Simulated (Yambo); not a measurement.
One stored BSE kernel of dimension 1728 for LiO2H3 (space group P-1, No. 2, within 0.06 Å of C2/m) (Yambo, PBEsol bands; 6×4×4 mesh, 9 valence and 2 conduction bands, static screening with 50 bands and a 3 Ry block, scissor 2.95 eV, Tamm-Dancoff; broadening 0.15 eV; field along x), solved in several ways.

```csv
solver,iterations,largest change of Im ε (% of its maximum),rough time
"Haydock, threshold 2 %",8,68,within a factor of two
"Haydock, threshold 0.5 %",14,30,within a factor of two
"Haydock, threshold 0.1 %",36,6.6,within a factor of two
"Haydock, threshold 0.005 %",76,0.2,1
"SLEPc, lowest 10 states",–,no full spectrum,within a factor of two
"SLEPc, lowest 60 states",–,no full spectrum,within a factor of two
full diagonalisation,–,reference,about 4×
```

Haydock gives the spectrum without eigenstates, SLEPc the lowest states alone, full diagonalisation everything at a cost that grows as the cube of the dimension. Times include reading the kernel. Times are rough ratios from shared machines. Mesh and scissor weren't tested; the rows compare only with each other.

Geometry of the Materials Project entry, not relaxed at this level; primitive cell a = 3.1279 Å, b = 5.5011 Å, c = 5.5089 Å, α = 96.15°, β = 103.63°, γ = 103.24°.

The structure is a Materials Project entry; no match was found in the copy of COD used, and its stability was not checked.

The distance between layers or molecules is the database entry's, not relaxed here. Functionals without dispersion can leave it too large, which widens gaps and weakens the response across layers: the numbers belong to this cell.
